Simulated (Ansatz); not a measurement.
Input, command and steps of an Ansatz relaxation.

```yaml
crystal:
  lattice:
    - [4.0695786152, 0.0, 0.0]
    - [-2.0347893077, 3.5243584635, 0.0]
    - [0.0, 0.0, 2.8623959085]
  atoms:
    - { symbol: Ru, position: [0.3333333333, 0.6666666667, 0.5] }
    - { symbol: Ru, position: [0.6666666667, 0.3333333333, 0.5] }
    - { symbol: Au, position: [0.0, 0.0, 0.0] }
basis:
  ecutwfc: 420
kpoints:
  mp_grid: { grid: [6, 6, 6] }
hamiltonian:
  xc: pbe
scf:
  occupations: { method: gaussian, width: 0.1 }
  lower_state_search: "off"
output:
  forces: true
  stress: true
  eigenvalues: true
relax:
  adjacent_minimum: "off"
  f_tol: 0.04
  max_steps: 70
  cell: { stress_tol: 0.4 }
```

```bash
ansatz run input.yaml --threads 1 --pin off --max-ram 2560MiB --backend cpu --events-out ev --progress --plain --runs-dir out
```

The calculation used DFT PBE, scalar-relativistic, plane waves, PAW in Ansatz.

Of 8 frames 7 are shown, positions in Å and forces in eV/Å; the SCF threshold varies from step to step. Steps run on the plane waves of an earlier cell, with a Pulay correction in the pressure. The basis is chosen afresh for the last frame, the zero of the energies, and at times for earlier ones too; energy and pressure step there, also at an unchanged geometry.

```xyz
3
Lattice="4.0696 0.0000 0.0000 -2.0348 3.5244 0.0000 0.0000 0.0000 2.8624" Properties=species:S:1:pos:R:3:forces:R:3 pbc="T T T" step=1 free_energy_over_end_meV_per_atom=289.03 pressure_GPa=44.57
Ru    0.0000    2.3496    1.4312    0.0000    0.0000    0.0000
Ru    2.0348    1.1748    1.4312    0.0000    0.0000    0.0000
Au    0.0000    0.0000    0.0000    0.0000    0.0000    0.0000
3
Lattice="4.2647 0.0000 0.0000 -2.1323 3.6933 0.0000 0.0000 0.0000 2.9475" Properties=species:S:1:pos:R:3:forces:R:3 pbc="T T T" step=2 free_energy_over_end_meV_per_atom=32.77 pressure_GPa=2.99
Ru    0.0000    2.4622    1.4737    0.0000    0.0000    0.0000
Ru    2.1323    1.2311    1.4737    0.0000    0.0000    0.0000
Au    0.0000    0.0000    0.0000    0.0000    0.0000    0.0000
3
Lattice="4.3149 0.0000 0.0000 -2.1574 3.7368 0.0000 0.0000 0.0000 2.8838" Properties=species:S:1:pos:R:3:forces:R:3 pbc="T T T" step=3 free_energy_over_end_meV_per_atom=17.39 pressure_GPa=0.82
Ru    0.0000    2.4912    1.4419    0.0000    0.0000    0.0000
Ru    2.1574    1.2456    1.4419    0.0000    0.0000    0.0000
Au    0.0000    0.0000    0.0000    0.0000    0.0000    0.0000
3
Lattice="4.3970 0.0000 0.0000 -2.1985 3.8080 0.0000 0.0000 0.0000 2.7441" Properties=species:S:1:pos:R:3:forces:R:3 pbc="T T T" step=4 free_energy_over_end_meV_per_atom=1.73 pressure_GPa=0.99
Ru    0.0000    2.5386    1.3721    0.0000    0.0000    0.0000
Ru    2.1985    1.2693    1.3721    0.0000    0.0000    0.0000
Au    0.0000    0.0000    0.0000    0.0000    0.0000    0.0000
3
Lattice="4.4043 0.0000 0.0000 -2.2021 3.8142 0.0000 0.0000 0.0000 2.7438" Properties=species:S:1:pos:R:3:forces:R:3 pbc="T T T" step=5 free_energy_over_end_meV_per_atom=1.56 pressure_GPa=0.20
Ru    0.0000    2.5428    1.3719    0.0000    0.0000    0.0000
Ru    2.2021    1.2714    1.3719    0.0000    0.0000    0.0000
Au    0.0000    0.0000    0.0000    0.0000    0.0000    0.0000
3
Lattice="4.4043 0.0000 0.0000 -2.2021 3.8142 0.0000 0.0000 0.0000 2.7438" Properties=species:S:1:pos:R:3:forces:R:3 pbc="T T T" step=6 free_energy_over_end_meV_per_atom=0.04 pressure_GPa=0.39
Ru    0.0000    2.5428    1.3719    0.0000    0.0000    0.0000
Ru    2.2021    1.2714    1.3719    0.0000    0.0000    0.0000
Au    0.0000    0.0000    0.0000    0.0000    0.0000    0.0000
3
Lattice="4.4082 0.0000 0.0000 -2.2041 3.8176 0.0000 0.0000 0.0000 2.7430" Properties=species:S:1:pos:R:3:forces:R:3 pbc="T T T" step=8 free_energy_over_end_meV_per_atom=0.00 pressure_GPa=0.01
Ru    0.0000    2.5451    1.3715    0.0000    0.0000    0.0000
Ru    2.2041    1.2725    1.3715    0.0000    0.0000    0.0000
Au    0.0000    0.0000    0.0000    0.0000    0.0000    0.0000
```

The start puts this composition into another compound's structure type, which needn't suit it. At the end the space group is P6/mmm (tolerance 0.05 Å).

The run took 18 s on 1 thread of Arm Neoverse V1, with other jobs on the host, peak memory 0.34 GiB.

The k mesh is coarse. Spin–orbit coupling is left out, which can shift energies with elements as heavy as these.